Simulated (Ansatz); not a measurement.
LaFe$_{2}$Si$_{2}$:
```cif
data_Fe4La2Si4
_chemical_formula_sum 'La2 Fe4 Si4'
_space_group_name_H-M_alt 'I4/mmm'
_space_group_IT_number 139
_space_group_name_Hall '-I 4 2'
_cell_length_a 4.03987
_cell_length_b 4.03987
_cell_length_c 9.96232
_cell_angle_alpha 90.000
_cell_angle_beta 90.000
_cell_angle_gamma 90.000
loop_
_atom_site_label
_atom_site_type_symbol
_atom_site_symmetry_multiplicity
_atom_site_Wyckoff_symbol
_atom_site_fract_x
_atom_site_fract_y
_atom_site_fract_z
_atom_site_occupancy
La1 La 2 a 0.00000 0.00000 0.00000 1
Fe1 Fe 4 d 0.00000 0.50000 0.25000 1
Si1 Si 4 e 0.00000 0.00000 0.35093 1
```
(The calculation used a cell of 5 atoms; values per cell refer to that cell.)

Relaxed with r²SCAN.

Problem. Which orbitals make up the states near the Fermi level in r²SCAN (plane waves, PAW; program Ansatz)?

Solution. Within 0.5 eV of the Fermi level: Fe 3d 69 %, La 5d 14 %, Si 3p 9 %. Projections are on Löwdin-orthogonalised atomic valence shells; empty p or d shells of many metals are not among them.

Problem. Tabulate the density of states.

Solution. States/eV per cell of 5 atoms, in 0.25 eV bins, energy from the Fermi level.

| E (eV) | total | Fe 3d | La 4f | Si 3p |
|---|---|---|---|---|
| -7.85 | 1.80 | 0.20 | 0.01 | 0.13 |
| -7.60 | 1.58 | 0.20 | 0.01 | 0.11 |
| -7.35 | 1.42 | 0.21 | 0.01 | 0.08 |
| -7.10 | 0.83 | 0.16 | 0.01 | 0.03 |
| -6.85 | 0.05 | 0.01 | 0.00 | 0.00 |
| -6.60 | 0.00 | 0.00 | 0.00 | 0.00 |
| -6.35 | 0.00 | 0.00 | 0.00 | 0.00 |
| -6.10 | 0.00 | 0.00 | 0.00 | 0.00 |
| -5.85 | 0.00 | 0.00 | 0.00 | 0.00 |
| -5.60 | 0.00 | 0.00 | 0.00 | 0.00 |
| -5.35 | 0.07 | 0.01 | 0.00 | 0.03 |
| -5.10 | 0.43 | 0.08 | 0.00 | 0.18 |
| -4.85 | 1.59 | 0.34 | 0.01 | 0.73 |
| -4.60 | 2.41 | 0.47 | 0.02 | 1.18 |
| -4.35 | 2.59 | 0.55 | 0.02 | 1.27 |
| -4.10 | 3.04 | 0.82 | 0.02 | 1.44 |
| -3.85 | 1.41 | 0.40 | 0.01 | 0.64 |
| -3.60 | 1.27 | 0.39 | 0.01 | 0.56 |
| -3.35 | 2.19 | 0.86 | 0.02 | 0.88 |
| -3.10 | 4.41 | 1.94 | 0.02 | 1.65 |
| -2.85 | 6.39 | 3.02 | 0.03 | 2.39 |
| -2.60 | 6.42 | 3.08 | 0.05 | 2.41 |
| -2.35 | 7.97 | 4.35 | 0.06 | 2.53 |
| -2.10 | 6.26 | 3.91 | 0.06 | 1.61 |
| -1.85 | 2.86 | 1.79 | 0.04 | 0.64 |
| -1.60 | 3.18 | 2.13 | 0.03 | 0.59 |
| -1.35 | 5.22 | 3.79 | 0.03 | 0.67 |
| -1.10 | 8.85 | 7.43 | 0.06 | 0.22 |
| -0.85 | 9.31 | 8.00 | 0.07 | 0.24 |
| -0.60 | 6.75 | 5.72 | 0.07 | 0.29 |
| -0.35 | 6.30 | 5.32 | 0.07 | 0.24 |
| -0.10 | 3.34 | 2.21 | 0.07 | 0.33 |
| 0.15 | 2.40 | 1.25 | 0.08 | 0.36 |
| 0.40 | 2.84 | 1.23 | 0.10 | 0.45 |
| 0.65 | 2.05 | 0.86 | 0.12 | 0.27 |
| 0.90 | 2.28 | 1.19 | 0.13 | 0.26 |
| 1.15 | 5.86 | 3.99 | 0.14 | 0.65 |
| 1.40 | 4.94 | 2.80 | 0.21 | 0.74 |
| 1.65 | 2.94 | 1.25 | 0.32 | 0.46 |
| 1.90 | 1.63 | 0.60 | 0.22 | 0.27 |
| 2.15 | 1.87 | 0.53 | 0.37 | 0.30 |
| 2.40 | 4.00 | 0.72 | 1.63 | 0.67 |
| 2.65 | 4.50 | 0.56 | 2.62 | 0.47 |
| 2.90 | 9.31 | 0.55 | 7.49 | 0.34 |
| 3.15 | 17.18 | 0.44 | 15.63 | 0.23 |

The first step of the workflow began from a Materials Project structure, measured or hypothetical; the Crystallography Open Database copy checked does not list it. Its standing as an ambient phase is unchecked. The r²SCAN relaxation kept the symmetry of its start; whether a distortion lowers the energy is not shown. The run is not spin-polarised. Spin–orbit coupling is left out wherever it is not named.

Potentials: the later of the program's two PAW sets.
